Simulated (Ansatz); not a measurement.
BaH₂: consecutive steps of a trajectory

Method: Ansatz 0.2.0, DFT PBEsol, scalar-relativistic, plane waves, PAW. Settings: plane waves to 420 eV, k-mesh 2×2×2 (shifted by 0.5, 0.5, 0.5 steps), Fermi–Dirac smearing 0.1 eV. The mesh is coarse. No spin polarisation.

18 atoms, starting at 1.04 times the perfect crystal's volume (space group P6_3/mmc, the cell as given, not relaxed at this level); Nosé–Hoover thermostat at 1200 K, fixed cell; 66 steps of 1 fs. The run is short and not equilibrated. The time step is on the long side.

Positions in Å, velocities in 0.01 Å/fs, forces in eV/Å; dE is the potential energy from the first frame shown.

```xyz
18
Lattice="-2.2604 3.9151 -6.1350 4.5207 0.0000 -6.1350 -2.2604 -3.9151 -6.1350" Properties=species:S:1:pos:R:3:v100:R:3:forces:R:3 pbc="T T T" time_fs=22.00 dE_eV=0.0000 T_K=737
Ba    2.2186    1.2409   -7.6935   -0.2197   -0.2818   -0.1117    0.0260   -0.2076    0.5404
Ba    0.0407   -2.4828   -7.6786    0.1890    0.5694   -0.0354    0.0918   -0.4458    0.3210
Ba   -2.2426    1.3141   -7.7366    0.0782    0.0607   -0.3060   -0.0107    0.3613    0.1085
Ba    0.0525    2.5965  -10.7272    0.2190   -0.0628    0.0817   -0.3208    0.1846    0.5511
Ba   -2.3199   -1.3417  -10.6440   -0.2693   -0.1571    0.4223   -0.3134    0.3546    0.0374
Ba    2.2516   -1.3367  -10.7536   -0.0303   -0.1453   -0.0821    0.1231    0.1173    0.0438
H     0.1332    2.7179   -7.6499    1.0318   -0.8890    1.7236   -0.0945   -0.0093    0.1352
H    -2.1331   -1.3060   -7.5600    2.3171    2.3221   -1.3018   -0.5649   -0.0533   -0.2017
H     2.0839   -1.3449   -7.4324    4.5345   -2.1927    2.9772    0.5051    0.5278    0.2137
H     2.1608    1.4453   -9.9774   -1.3365   -2.6597    1.3607    0.3048   -0.0009   -0.7315
H    -0.1549   -2.5336  -10.1687   -4.2871    2.3581   -1.4800    0.1553   -0.0909   -0.4844
H    -2.1869    1.2822  -10.2151   -0.8225    3.4371   -5.0598   -0.0705   -0.1253   -0.5939
H    -0.0503    0.3276   -9.1078    2.1533   -1.7689   -1.3131    0.1399   -0.2859   -0.0753
H    -0.4539   -0.4856   -3.1335    1.3203    3.1578    2.5567    0.1789    0.5343    0.1576
H    -0.0246    0.4941  -15.1613    0.1073    0.6618   -0.9115    0.0195   -0.2665   -0.1978
H     0.4094    0.6835  -12.1882   -0.5716   -2.9336    1.2820   -0.1099   -0.7153   -0.0219
H    -0.3015   -0.0135   -6.2135    0.2478    0.7796    3.1652    0.2234    0.1336    0.2153
H     0.3910    0.0530    0.1235   -0.1761    0.0106    1.2585   -0.2832   -0.0125   -0.0175
18
Lattice="-2.2604 3.9151 -6.1350 4.5207 0.0000 -6.1350 -2.2604 -3.9151 -6.1350" Properties=species:S:1:pos:R:3:v100:R:3:forces:R:3 pbc="T T T" time_fs=23.00 dE_eV=-0.0763 T_K=773
Ba    2.2164    1.2381   -7.6946   -0.2195   -0.2835   -0.1077    0.0859   -0.2184    0.6148
Ba    0.0426   -2.4771   -7.6789    0.1900    0.5667   -0.0331    0.1522   -0.4510    0.3283
Ba   -2.2418    1.3147   -7.7397    0.0782    0.0634   -0.3056   -0.0050    0.3681    0.0861
Ba    0.0547    2.5959  -10.7264    0.2170   -0.0616    0.0855   -0.2891    0.1719    0.5065
Ba   -2.3226   -1.3433  -10.6397   -0.2720   -0.1546    0.4228   -0.3830    0.3858    0.0091
Ba    2.2513   -1.3382  -10.7544   -0.0294   -0.1444   -0.0819    0.1268    0.1759    0.0560
H     0.1430    2.7090   -7.6320    0.9255   -0.8829    1.8459   -0.1294    0.0236    0.1172
H    -2.1126   -1.2831   -7.5740    1.7609    2.2559   -1.4922   -0.6008   -0.0890   -0.1937
H     2.1317   -1.3643   -7.4016    4.9615   -1.6916    3.1743    0.3788    0.5227    0.1928
H     2.1489    1.4187   -9.9672   -1.0406   -2.6436    0.6362    0.3156    0.0394   -0.7840
H    -0.1971   -2.5105  -10.1858   -4.0747    2.2364   -1.9152    0.2959   -0.1674   -0.4220
H    -2.1954    1.3160  -10.2686   -0.8810    3.2996   -5.5771   -0.0503   -0.1681   -0.4774
H    -0.0281    0.3085   -9.1213    2.2719   -2.0343   -1.3720    0.1041   -0.2653   -0.0454
H    -0.4398   -0.4514   -3.1071    1.4735    3.6491    2.6878    0.1387    0.4864    0.1115
H    -0.0234    0.4995  -15.1714    0.1237    0.4054   -1.0963    0.0147   -0.2700   -0.1867
H     0.4032    0.6508  -12.1755   -0.6641   -3.5989    1.2565   -0.0823   -0.6689   -0.0336
H    -0.2980   -0.0050   -6.1808    0.4586    0.9068    3.3503    0.2164    0.1306    0.1656
H     0.3878    0.0531    0.1360   -0.4502    0.0017    1.2296   -0.2890   -0.0062   -0.0452
18
Lattice="-2.2604 3.9151 -6.1350 4.5207 0.0000 -6.1350 -2.2604 -3.9151 -6.1350" Properties=species:S:1:pos:R:3:v100:R:3:forces:R:3 pbc="T T T" time_fs=24.00 dE_eV=-0.1461 T_K=806
Ba    2.2142    1.2353   -7.6956   -0.2189   -0.2853   -0.1033    0.1430   -0.2185    0.6667
Ba    0.0445   -2.4715   -7.6792    0.1914    0.5640   -0.0308    0.2069   -0.4512    0.3350
Ba   -2.2411    1.3154   -7.7427    0.0783    0.0660   -0.3053    0.0059    0.3742    0.0730
Ba    0.0569    2.5953  -10.7255    0.2153   -0.0605    0.0889   -0.2520    0.1527    0.4592
Ba   -2.3253   -1.3448  -10.6355   -0.2752   -0.1519    0.4231   -0.4604    0.4206   -0.0249
Ba    2.2510   -1.3396  -10.7552   -0.0286   -0.1430   -0.0815    0.1194    0.2364    0.0592
H     0.1517    2.7003   -7.6129    0.7859   -0.8460    1.9498   -0.1637    0.0552    0.0964
H    -2.0978   -1.2609   -7.5898    1.1798    2.1544   -1.6747   -0.6160   -0.1272   -0.1846
H     2.1831   -1.3787   -7.3689    5.2608   -1.2000    3.3483    0.2369    0.5071    0.1649
H     2.1400    1.3924   -9.9646   -0.7373   -2.5914   -0.1248    0.3197    0.0744   -0.8065
H    -0.2364   -2.4889  -10.2070   -3.7234    2.0390   -2.2872    0.4453   -0.2489   -0.3515
H    -2.2045    1.3482  -10.3267   -0.9181    3.1224   -5.9853   -0.0257   -0.2079   -0.3650
H    -0.0048    0.2869   -9.1353    2.3568   -2.2798   -1.4019    0.0690   -0.2435   -0.0144
H    -0.4244   -0.4126   -3.0797    1.5923    4.0917    2.7758    0.1067    0.4312    0.0675
H    -0.0221    0.5022  -15.1832    0.1354    0.1476   -1.2682    0.0096   -0.2693   -0.1704
H     0.3961    0.6115  -12.1631   -0.7321   -4.2144    1.2203   -0.0586   -0.6101   -0.0442
H    -0.2924    0.0047   -6.1465    0.6614    1.0300    3.4862    0.2064    0.1252    0.1120
H     0.3820    0.0531    0.1480   -0.7291   -0.0014    1.1744   -0.2926   -0.0002   -0.0723
18
Lattice="-2.2604 3.9151 -6.1350 4.5207 0.0000 -6.1350 -2.2604 -3.9151 -6.1350" Properties=species:S:1:pos:R:3:v100:R:3:forces:R:3 pbc="T T T" time_fs=25.00 dE_eV=-0.2054 T_K=835
Ba    2.2120    1.2324   -7.6966   -0.2179   -0.2871   -0.0986    0.1958   -0.2082    0.6938
Ba    0.0464   -2.4659   -7.6795    0.1932    0.5614   -0.0285    0.2488   -0.4495    0.3425
Ba   -2.2403    1.3161   -7.7458    0.0784    0.0687   -0.3050    0.0228    0.3786    0.0707
Ba    0.0590    2.5947  -10.7246    0.2139   -0.0596    0.0921   -0.2117    0.1297    0.4126
Ba   -2.3281   -1.3463  -10.6313   -0.2790   -0.1490    0.4232   -0.5410    0.4566   -0.0627
Ba    2.2507   -1.3410  -10.7560   -0.0278   -0.1413   -0.0812    0.1007    0.2963    0.0529
H     0.1587    2.6921   -7.5930    0.6145   -0.7801    2.0328   -0.1958    0.0840    0.0732
H    -2.0890   -1.2400   -7.6075    0.5931    2.0151   -1.8481   -0.6116   -0.1678   -0.1744
H     2.2369   -1.3883   -7.3346    5.4212   -0.7256    3.4931    0.0881    0.4860    0.1311
H     2.1341    1.3669   -9.9697   -0.4323   -2.5081   -0.8923    0.3188    0.1047   -0.7963
H    -0.2716   -2.4697  -10.2316   -3.2282    1.7629   -2.5913    0.5961   -0.3316   -0.2792
H    -2.2138    1.3784  -10.3883   -0.9296    2.9086   -6.2909    0.0035   -0.2447   -0.2616
H     0.0191    0.2629   -9.1494    2.4091   -2.5041   -1.4019    0.0358   -0.2207    0.0172
H    -0.4080   -0.3696   -3.0516    1.6850    4.4791    2.8234    0.0838    0.3702    0.0266
H    -0.0207    0.5024  -15.1967    0.1425   -0.1079   -1.4223    0.0048   -0.2645   -0.1490
H     0.3885    0.5665  -12.1511   -0.7795   -4.7695    1.1738   -0.0389   -0.5413   -0.0553
H    -0.2848    0.0156   -6.1111    0.8536    1.1472    3.5696    0.1936    0.1176    0.0555
H     0.3733    0.0531    0.1594   -1.0105    0.0009    1.0941   -0.2937    0.0048   -0.0976
18
Lattice="-2.2604 3.9151 -6.1350 4.5207 0.0000 -6.1350 -2.2604 -3.9151 -6.1350" Properties=species:S:1:pos:R:3:v100:R:3:forces:R:3 pbc="T T T" time_fs=26.00 dE_eV=-0.2524 T_K=858
Ba    2.2098    1.2295   -7.6976   -0.2166   -0.2887   -0.0938    0.2432   -0.1883    0.6976
Ba    0.0484   -2.4603   -7.6798    0.1952    0.5588   -0.0261    0.2735   -0.4485    0.3512
Ba   -2.2395    1.3168   -7.7488    0.0787    0.0715   -0.3048    0.0457    0.3805    0.0790
Ba    0.0612    2.5941  -10.7237    0.2127   -0.0588    0.0949   -0.1703    0.1062    0.3698
Ba   -2.3309   -1.3478  -10.6270   -0.2833   -0.1458    0.4230   -0.6172    0.4904   -0.1017
Ba    2.2504   -1.3424  -10.7569   -0.0272   -0.1391   -0.0810    0.0714    0.3526    0.0380
H     0.1640    2.6847   -7.5723    0.4140   -0.6885    2.0926   -0.2242    0.1088    0.0478
H    -2.0860   -1.2206   -7.6268    0.0185    1.8362   -2.0115   -0.5896   -0.2097   -0.1630
H     2.2915   -1.3932   -7.2990    5.4399   -0.2721    3.6035   -0.0599    0.4627    0.0924
H     2.1313    1.3423   -9.9825   -0.1299   -2.3976   -1.6360    0.3136    0.1309   -0.7550
H    -0.3010   -2.4536  -10.2588   -2.5923    1.4095   -2.8283    0.7383   -0.4101   -0.2107
H    -2.2231    1.4064  -10.4525   -0.9112    2.6611   -6.5035    0.0368   -0.2779   -0.1700
H     0.0434    0.2368   -9.1633    2.4311   -2.7068   -1.3715    0.0052   -0.1975    0.0489
H    -0.3907   -0.3230   -3.0233    1.7602    4.8067    2.8336    0.0699    0.3050   -0.0109
H    -0.0192    0.5001  -15.2117    0.1452   -0.3572   -1.5538    0.0006   -0.2557   -0.1228
H     0.3806    0.5162  -12.1396   -0.8100   -5.2562    1.1158   -0.0234   -0.4656   -0.0680
H    -0.2753    0.0276   -6.0751    1.0325    1.2562    3.5982    0.1784    0.1079   -0.0029
H     0.3617    0.0531    0.1699   -1.2919    0.0072    0.9911   -0.2920    0.0083   -0.1197
18
Lattice="-2.2604 3.9151 -6.1350 4.5207 0.0000 -6.1350 -2.2604 -3.9151 -6.1350" Properties=species:S:1:pos:R:3:v100:R:3:forces:R:3 pbc="T T T" time_fs=27.00 dE_eV=-0.2874 T_K=875
Ba    2.2077    1.2266   -7.6985   -0.2149   -0.2902   -0.0891    0.2843   -0.1593    0.6828
Ba    0.0503   -2.4547   -7.6800    0.1973    0.5562   -0.0236    0.2791   -0.4499    0.3610
Ba   -2.2387    1.3175   -7.7519    0.0792    0.0742   -0.3045    0.0734    0.3795    0.0970
Ba    0.0633    2.5935  -10.7227    0.2119   -0.0582    0.0975   -0.1297    0.0853    0.3334
Ba   -2.3337   -1.3492  -10.6228   -0.2881   -0.1424    0.4226   -0.6787    0.5170   -0.1401
Ba    2.2502   -1.3438  -10.7577   -0.0269   -0.1366   -0.0809    0.0335    0.4022    0.0157
H     0.1670    2.6783   -7.5511    0.1884   -0.5756    2.1273   -0.2478    0.1285    0.0204
H    -2.0886   -1.2033   -7.6477   -0.5285    1.6174   -2.1635   -0.5528   -0.2510   -0.1504
H     2.3457   -1.3937   -7.2625    5.3207    0.1592    3.6751   -0.2001    0.4386    0.0496
H     2.1315    1.3189  -10.0025    0.1659   -2.2634   -2.3282    0.3044    0.1544   -0.6871
H    -0.3234   -2.4415  -10.2881   -1.8296    0.9856   -3.0042    0.8597   -0.4780   -0.1509
H    -2.2320    1.4316  -10.5184   -0.8595    2.3836   -6.6351    0.0730   -0.3072   -0.0914
H     0.0677    0.2088   -9.1768    2.4254   -2.8872   -1.3109   -0.0221   -0.1738    0.0804
H    -0.3728   -0.2734   -2.9950    1.8262    5.0712    2.8097    0.0642    0.2374   -0.0448
H    -0.0178    0.4953  -15.2278    0.1443   -0.5965   -1.6584   -0.0027   -0.2434   -0.0925
H     0.3723    0.4613  -12.1288   -0.8276   -5.6692    1.0445   -0.0116   -0.3862   -0.0833
H    -0.2641    0.0407   -6.0391    1.1961    1.3551    3.5705    0.1611    0.0961   -0.0623
H     0.3474    0.0532    0.1793   -1.5706    0.0159    0.8688   -0.2874    0.0098   -0.1378
18
Lattice="-2.2604 3.9151 -6.1350 4.5207 0.0000 -6.1350 -2.2604 -3.9151 -6.1350" Properties=species:S:1:pos:R:3:v100:R:3:forces:R:3 pbc="T T T" time_fs=28.00 dE_eV=-0.3123 T_K=889
Ba    2.2055    1.2237   -7.6994   -0.2130   -0.2915   -0.0845    0.3187   -0.1220    0.6559
Ba    0.0523   -2.4491   -7.6803    0.1995    0.5535   -0.0210    0.2662   -0.4547    0.3713
Ba   -2.2379    1.3182   -7.7549    0.0799    0.0769   -0.3040    0.1035    0.3753    0.1233
Ba    0.0654    2.5929  -10.7217    0.2113   -0.0577    0.0998   -0.0912    0.0697    0.3053
Ba   -2.3366   -1.3506  -10.6186   -0.2933   -0.1388    0.4219   -0.7142    0.5311   -0.1764
Ba    2.2499   -1.3452  -10.7585   -0.0268   -0.1338   -0.0809   -0.0100    0.4422   -0.0125
H     0.1677    2.6731   -7.5297   -0.0572   -0.4465    2.1351   -0.2654    0.1423   -0.0086
H    -2.0965   -1.1883   -7.6701   -1.0351    1.3605   -2.3029   -0.5040   -0.2890   -0.1362
H     2.3980   -1.3900   -7.2255    5.0737    0.5671    3.7040   -0.3270    0.4130    0.0031
H     2.1346    1.2970  -10.0290    0.4510   -2.1075   -2.9466    0.2907    0.1758   -0.5995
H    -0.3376   -2.4339  -10.3189   -0.9659    0.5046   -3.1286    0.9478   -0.5285   -0.1025
H    -2.2403    1.4540  -10.5852   -0.7724    2.0799   -6.6981    0.1106   -0.3321   -0.0261
H     0.0919    0.1791   -9.1895    2.3954   -3.0450   -1.2206   -0.0458   -0.1497    0.1111
H    -0.3542   -0.2216   -2.9671    1.8901    5.2708    2.7550    0.0655    0.1689   -0.0754
H    -0.0163    0.4881  -15.2448    0.1410   -0.8228   -1.7326   -0.0046   -0.2280   -0.0590
H     0.3640    0.4028  -12.1187   -0.8355   -6.0063    0.9572   -0.0032   -0.3059   -0.1013
H    -0.2514    0.0547   -6.0037    1.3424    1.4420    3.4861    0.1420    0.0823   -0.1214
H     0.3303    0.0534    0.1873   -1.8436    0.0250    0.7314   -0.2795    0.0092   -0.1509
```

**Question.** What is the next frame?

**Answer.**
```xyz
18
Lattice="-2.2604 3.9151 -6.1350 4.5207 0.0000 -6.1350 -2.2604 -3.9151 -6.1350" Properties=species:S:1:pos:R:3:v100:R:3:forces:R:3 pbc="T T T" time_fs=29.00 dE_eV=-0.3299 T_K=898
Ba    2.2034    1.2208   -7.7002   -0.2109   -0.2925   -0.0800    0.3460   -0.0772    0.6240
Ba    0.0543   -2.4436   -7.6805    0.2014    0.5509   -0.0184    0.2371   -0.4632    0.3805
Ba   -2.2371    1.3190   -7.7580    0.0809    0.0796   -0.3033    0.1327    0.3681    0.1566
Ba    0.0675    2.5923  -10.7207    0.2110   -0.0573    0.1020   -0.0559    0.0613    0.2863
Ba   -2.3396   -1.3520  -10.6144   -0.2986   -0.1352    0.4210   -0.7143    0.5285   -0.2104
Ba    2.2496   -1.3465  -10.7593   -0.0271   -0.1307   -0.0812   -0.0557    0.4702   -0.0445
H     0.1659    2.6694   -7.5084   -0.3167   -0.3073    2.1145   -0.2763    0.1496   -0.0390
H    -2.1093   -1.1761   -7.6937   -1.4912    1.0699   -2.4283   -0.4462   -0.3207   -0.1205
H     2.4472   -1.3824   -7.1885    4.7135    0.9496    3.6865   -0.4361    0.3845   -0.0475
H     2.1405    1.2768  -10.0614    0.7210   -1.9318   -3.4764    0.2722    0.1958   -0.5003
H    -0.3427   -2.4314  -10.3507   -0.0378   -0.0143   -3.2126    0.9925   -0.5562   -0.0662
H    -2.2475    1.4732  -10.6524   -0.6498    1.7544   -6.7045    0.1472   -0.3521    0.0272
H     0.1156    0.1479   -9.2012    2.3444   -3.1796   -1.1014   -0.0659   -0.1248    0.1403
H    -0.3350   -0.1680   -2.9399    1.9579    5.4055    2.6724    0.0721    0.1009   -0.1031
H    -0.0150    0.4788  -15.2625    0.1366   -1.0335   -1.7738   -0.0048   -0.2102   -0.0234
H     0.3556    0.3412  -12.1096   -0.8368   -6.2680    0.8513    0.0024   -0.2275   -0.1219
H    -0.2373    0.0695   -5.9694    1.4700    1.5148    3.3458    0.1215    0.0666   -0.1792
H     0.3106    0.0537    0.1939   -2.1079    0.0325    0.5838   -0.2685    0.0064   -0.1589
```

Cost: 1 run of about 4.6 core-minutes (earlier runs that led there not counted), on Intel Xeon 6975P-C (Granite Rapids) (shared hosts).